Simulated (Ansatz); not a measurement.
Relax this structure to zero stress and force, keeping its symmetry:

```xyz
16
Lattice="5.4441 -3.3608 0.0000 5.4441 3.3608 0.0000 -3.3326 0.0000 5.4228" Properties=species:S:1:pos:R:3 pbc="T T T"
Ni    2.6402   -2.1616    3.2683
Ni    4.9154   -2.1616    2.1546
Ni    3.2730    1.0816    4.8837
Ni    4.2826    1.0816    0.5392
Ni    1.8565    1.1287    1.2853
Ni    5.6991    1.1287    4.1375
Ni    8.4535    0.0047    0.9433
Ni   -0.8979    0.0047    4.4796
Ni    0.7261   -1.1221    1.8546
Ni    6.8295   -1.1221    3.5682
Ge    5.4441   -3.2098    0.0000
Ge    6.0734   -0.1076    1.5983
Ge    1.4821   -0.1076    3.8245
Ge    3.7778    2.0214    2.7114
Ge    3.0933   -0.9920    1.0841
Ge    4.4623   -0.9920    4.3387
```

Level of theory: DFT PBEsol, scalar-relativistic, plane waves, PAW (Ansatz 0.2.0).

Cutoff 420 eV; k points 8×8×8 on the computed 16-atom cell (Γ-centred); Gaussian smearing, width 0.10 eV; no spin polarisation.

What does it relax to?

The volume decreases by 0.42 Å³/atom to 11.98 Å³/atom, and the energy falls by 9.6 meV/atom. Final structure:
```yaml
crystal:
  lattice:
    - [5.34322, -3.32781, 0.02257]
    - [5.34322, 3.32781, 0.02257]
    - [-3.24838, 0.00000, 5.37822]
  atoms:
    - { symbol: Ni, position: [0.75409, 0.09757, 0.60177] }
    - { symbol: Ni, position: [0.90243, 0.24591, 0.39823] }
    - { symbol: Ni, position: [0.41112, 0.73735, 0.89834] }
    - { symbol: Ni, position: [0.26265, 0.58888, 0.10166] }
    - { symbol: Ni, position: [0.08259, 0.41727, 0.24986] }
    - { symbol: Ni, position: [0.58273, 0.91741, 0.75014] }
    - { symbol: Ni, position: [0.82264, 0.83036, 0.16455] }
    - { symbol: Ni, position: [0.16964, 0.17736, 0.83545] }
    - { symbol: Ni, position: [0.34261, 0.00439, 0.33572] }
    - { symbol: Ni, position: [0.99561, 0.65739, 0.66428] }
    - { symbol: Ge, position: [0.97661, 0.02339, 0.00000] }
    - { symbol: Ge, position: [0.66664, 0.63191, 0.29737] }
    - { symbol: Ge, position: [0.36809, 0.33336, 0.70263] }
    - { symbol: Ge, position: [0.18880, 0.81120, 0.50000] }
    - { symbol: Ge, position: [0.49849, 0.20273, 0.20253] }
    - { symbol: Ge, position: [0.79727, 0.50151, 0.79747] }
```

Cost: 1 run of about 110 core-minutes, on Intel Xeon Processor @ 2.50GHz (Skylake/Cascade Lake) (shared hosts).